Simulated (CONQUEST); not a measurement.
Worked example: self-consistent single point of SnO2 (Pnnm, 6 atoms in the cell; from Materials Project mp-550172, changed as shown) in CONQUEST.

Method: LDA (PW92), numerical atomic orbitals double-zeta with polarisation (the shipped basis), PseudoDojo norm-conserving potentials made for LDA (CONQUEST).

The change in words: lattice scaled by 1.02. Reference geometry (Pnnm):
```
SnO2
1.0
    4.77172     0.00000     0.00000
    0.00000     4.85003     0.00000
    0.00000     0.00000     3.22988
Sn O
2 4
Direct
  0.50000   0.50000   0.50000
  0.00000   0.00000   0.00000
  0.29185   0.32104   0.00000
  0.70815   0.67896   0.00000
  0.79185   0.17896   0.50000
  0.20815   0.82104   0.50000
```

Reference input (self-consistent single point, DFT, LDA (PW92), numerical atomic orbitals double-zeta with polarisation (the shipped basis), PseudoDojo norm-conserving potentials made for LDA): basis = DZP; Diag.MPMeshX, Y, Z = 4 4 6; potentials = PseudoDojo norm-conserving LDA; Grid.GridCutoff = 140 Ha; DM.SolutionMethod = diagon; Diag.kT = 0.000367 Ha; Diag.GammaCentred = true; minE.SCTolerance = 1.0e-07; SC.MaxIters = 100; SC.LinearMixingFactor = 0.5; AtomMove.TypeOfRun = static. This run's input differs from it in these lines:

```diff
@@ -28,12 +28,12 @@
 # file: SnO2.in
-     9.017245833      0.000000000      0.000000000
-     0.000000000      9.165235955      0.000000000
-     0.000000000      0.000000000      6.103590505
+     9.197589956      0.000000000      0.000000000
+     0.000000000      9.348541279      0.000000000
+     0.000000000      0.000000000      6.225663033
 6
-    4.508622917     4.582617978     3.051795253  1 T T T
+    4.598794978     4.674270639     3.112831517  1 T T T
     0.000000000     0.000000000     0.000000000  1 T T T
-    2.631683196     2.942407351     0.000000000  2 T T T
-    6.385562637     6.222828604     0.000000000  2 T T T
-    7.140306113     1.640210627     3.051795253  2 T T T
-    1.876939720     7.525025329     3.051795253  2 T T T
+    2.684316629     3.001255692     0.000000000  2 T T T
+    6.513273327     6.347285587     0.000000000  2 T T T
+    7.283111607     1.673014947     3.112831517  2 T T T
+    1.914478349     7.675526332     3.112831517  2 T T T
```

The program printed (abridged):

```
    new_SC_potl: Starting.  Tolerance:  0.10000E-06

    PulayMixSC: Starting Pulay mixing, A_up =  0.500 A_dn =  0.500
    PulayMixSC: Spin non-polarised calculation.
          Harris-Foulkes Energy            :      -223.353196038221512 Ha
          (TS=0 as O(N) or entropic contribution is negligible)
          DFT Total Energy                 :      -222.824642308997142 Ha
          Total number of electrons        :        52.000000000000291
    PulayMixSC: Pulay iteration     1 residual:              0.64636E-02
          Harris-Foulkes Energy            :      -223.196552561394725 Ha
   [... lines left out ...]
          (TS=0 as O(N) or entropic contribution is negligible)
          DFT Total Energy                 :      -223.152082945813675 Ha
          Total number of electrons        :        52.000031798938267
    PulayMixSC: Pulay iteration     8 residual:              0.13094E-06
          Harris-Foulkes Energy            :      -223.152082945825100 Ha
          (TS=0 as O(N) or entropic contribution is negligible)
          DFT Total Energy                 :      -223.152082945824816 Ha
          Total number of electrons        :        52.000031803433643
    PulayMixSC: Pulay iteration     9 residual:              0.19055E-07
    PulayMixSC: Reached SCF tolerance of  0.19055E-07 after      9 iterations
      | Number of electrons      =        52.000032
      |* band energy as 2Tr[K.H] =       -36.344837845641777 Ha
      |  screened ion-ion energy =      -170.786923612508588 Ha
      |  Ha correction           =         0.165766506230012 Ha
      |  XC correction           =       -16.186088569905699 Ha
      |* Harris-Foulkes energy   =      -223.152082945825100 Ha
      |* DFT total energy        =      -223.152082945824816 Ha
      |  estimated accuracy      =        -0.000000000000284 Ha

    force: Forces on atoms (Ha/a0)
    force:  Atom   X              Y              Z
    force:     1   0.0000000003   0.0000000009  -0.0000000016
    force:     2   0.0000000003  -0.0000000000   0.0000000001
   [... lines left out ...]
    force: Maximum force :        0.00519031(Ha/a0) on atom         5 in x direction
   [... lines left out ...]
    force: Force Residual:        0.00475853 Ha/a0
    force: Total stress:         12.65014721     0.00000013     0.00000000 GPa
                             0.00000012    12.71669725     0.00000000
                             0.00000000     0.00000000    13.90621736
    force: Average pressure:    -13.09102060 GPa

    force: Finished force
    get_E_and_F: Change in energy during last step of electronic optimisation:  0.26262E-10
```

The run converged in 9 iterations. CONQUEST prints the stress tensor with tension positive. Against the reference run the free energy goes up by 42.3 meV/atom, the pressure goes from -4.17 to -13.09 GPa, the largest force goes from 0.141 to 0.300 eV/Å and the gap on the mesh goes from 0.604 to 0.310 eV.

The program uses no crystal symmetry, so grid and mesh can part values that symmetry would make equal. The atom-centred basis is finite, which shifts total energies, pressures, gaps and forces against plane waves. The structure comes from a collection of computed structures, made at another level of theory; the collection holds predicted forms beside known ones. Its lattice was then scaled.

Cost on one core: roughly 60 core-seconds.
